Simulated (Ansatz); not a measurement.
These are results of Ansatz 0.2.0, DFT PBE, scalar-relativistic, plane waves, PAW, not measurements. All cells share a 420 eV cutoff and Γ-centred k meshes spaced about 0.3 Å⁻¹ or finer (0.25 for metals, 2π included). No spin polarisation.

These are static total energies at zero pressure.

Two forms of MgNb2O4 were relaxed alike.

A.

```
Mg Nb O
1.0
     0.00000    4.35536    4.35536
     4.35536    0.00000    4.35536
     4.35536    4.35536    0.00000
Mg Nb O
2 4 8
Direct
  0.00000 0.00000 0.00000
  0.25000 0.25000 0.25000
  0.62500 0.62500 0.12500
  0.62500 0.62500 0.62500
  0.12500 0.62500 0.62500
  0.62500 0.12500 0.62500
  0.87325 0.38026 0.87325
  0.38026 0.87325 0.87325
  0.87325 0.87325 0.38026
  0.87325 0.87325 0.87325
  0.37675 0.37675 0.86974
  0.37675 0.86974 0.37675
  0.86974 0.37675 0.37675
  0.37675 0.37675 0.37675
```

B.

```
Mg Nb O
1.0
    10.70183    0.00000    0.00000
     0.00000    2.95432    0.00000
     0.00000    0.00000    5.01654
Mg Nb O
2 4 8
Direct
  0.50000 0.00000 0.00000
  0.00000 0.00000 0.00000
  0.25000 0.50000 0.16497
  0.25000 0.00000 0.65670
  0.75000 0.00000 0.34330
  0.75000 0.50000 0.83503
  0.37079 0.00000 0.31826
  0.12921 0.00000 0.31826
  0.12261 0.50000 0.83887
  0.37739 0.50000 0.83887
  0.62261 0.50000 0.16113
  0.87739 0.50000 0.16113
  0.62921 0.00000 0.68174
  0.87079 0.00000 0.68174
```

Problem. Which is lower in energy, and by how much?

Solution. B is lower, by 200 meV/atom. A has the spinel type, space group Fd-3m (No. 227), 11.8 Å³/atom and no gap on its mesh; B has space group Pmma (No. 51), 11.3 Å³/atom and a gap of 1.23 eV. Counting O atoms around Mg and Nb (those within 1.25 times the shortest such distance or 1.15 times the sum of covalent radii), A has Mg 4, Nb 6 and B has Mg 6, Nb 6. The denser one is the lower, and pressure would at first widen the difference. Both come from trial cells of a structure search.

Kohn–Sham gaps at this level usually fall short of measured ones. With atoms moved at random, B came back. A had no clear such test and can be a saddle point.
